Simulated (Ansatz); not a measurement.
TiSi$_{2}$:
```yaml
crystal:
  lattice:
    - [0.00000, 4.11404, 4.26564]
    - [2.38788, 0.00000, 4.26564]
    - [2.38788, 4.11404, 0.00000]
  atoms:
    - { symbol: Ti, position: [0.50000, 0.50000, 0.50000] }
    - { symbol: Ti, position: [0.75000, 0.75000, 0.75000] }
    - { symbol: Si, position: [0.83795, 0.16205, 0.83795] }
    - { symbol: Si, position: [0.16205, 0.83795, 0.16205] }
    - { symbol: Si, position: [0.41205, 0.08795, 0.41205] }
    - { symbol: Si, position: [0.08795, 0.41205, 0.08795] }
```

Relaxed with r²SCAN.

Task: Map the valence electron density (e/Å³), cut off at 0.5 on the plane through (0.500, 0.500, 0.500) spanned by u = [1, -1, 1] and v = [-1, 1, 1] in lattice vectors, from plane-wave PAW r²SCAN (Ansatz code).

Result: x is the fraction of u, y of v (the angle between them is 90°; rows are the nearest grid lines); atoms in the plane: Ti at (0.00, 0.00), Ti at (0.50, 0.50), Si at (0.34, 0.00), Si at (0.84, 0.50), Si at (0.16, 0.50), Si at (0.66, 0.00).
```
y \ x   0.000  0.100  0.175  0.275  0.375  0.450  0.550  0.625  0.725  0.825  0.900   1.00
------  -----  -----  -----  -----  -----  -----  -----  -----  -----  -----  -----  -----
1.00    0.500  0.500  0.253  0.285  0.163  0.349  0.349  0.163  0.285  0.253  0.500  0.500
0.917   0.500  0.500  0.237  0.338  0.276  0.341  0.341  0.276  0.338  0.237  0.500  0.500
0.833   0.500  0.261  0.228  0.351  0.404  0.292  0.292  0.404  0.351  0.228  0.261  0.500
0.750   0.238  0.282  0.290  0.275  0.293  0.251  0.251  0.293  0.275  0.290  0.282  0.238
0.708   0.227  0.334  0.350  0.266  0.246  0.307  0.307  0.246  0.266  0.350  0.335  0.227
0.625   0.260  0.396  0.322  0.311  0.228  0.500  0.500  0.228  0.311  0.322  0.396  0.260
0.542   0.288  0.279  0.147  0.370  0.303  0.500  0.500  0.303  0.370  0.147  0.279  0.288
0.458   0.288  0.279  0.147  0.370  0.303  0.500  0.500  0.303  0.370  0.147  0.279  0.288
0.375   0.260  0.396  0.322  0.311  0.228  0.500  0.500  0.228  0.311  0.322  0.396  0.260
0.292   0.227  0.335  0.350  0.266  0.246  0.307  0.307  0.246  0.266  0.350  0.334  0.227
0.250   0.238  0.282  0.290  0.275  0.293  0.251  0.251  0.293  0.275  0.290  0.282  0.238
0.167   0.500  0.261  0.228  0.351  0.404  0.292  0.292  0.404  0.351  0.228  0.261  0.500
0.0833  0.500  0.500  0.237  0.338  0.276  0.341  0.341  0.276  0.338  0.237  0.500  0.500
0.000   0.500  0.500  0.253  0.285  0.163  0.349  0.349  0.163  0.285  0.253  0.500  0.500
```

The density is the valence pseudo-density with augmentation charge, so density and ELF within about 1 Å of a nucleus are not all-electron values.

Space group Fddd. The cell was relaxed with r²SCAN under the symmetry of its start; of distortions, only those at the zone centre were tested. The run is not spin-polarised.

Potentials: the earlier of the program's two PAW sets.
